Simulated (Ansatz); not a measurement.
An elastic tensor (GPa, Voigt order, standard axes) from plane-wave PAW LDA (Ansatz code):

```
 113  -2.4  25.8   0.0   0.0   0.0
-2.4   113  25.8   0.0   0.0   0.0
25.8  25.8  34.6   0.0   0.0   0.0
 0.0   0.0   0.0  14.3   0.0   0.0
 0.0   0.0   0.0   0.0  14.3   0.0
 0.0   0.0   0.0   0.0   0.0  13.4
```

Which compound is it?
A) YOF, P4/nmm (Y on 2c, O on 2b, F on 2a)
B) HfO2, rutile
C) MgH2, rutile
D) BaSnF4, P4/nmm (Pearson symbol tP12)

D, BaSnF4, P4/nmm (Pearson symbol tP12)

The workflow started from a Materials Project entry (that database holds measured and hypothetical structures alike); the Crystallography Open Database copy checked does not list it. Its standing as an ambient phase is unchecked. Symmetry was held in the LDA relaxation; whether a distortion lowers the energy is not shown. A crystal of weakly bound layers computed without a dispersion correction: the cell and the soft elastic constants depend strongly on that. Spin–orbit coupling is left out wherever it is not named.

Potentials: the later of the program's two PAW sets.
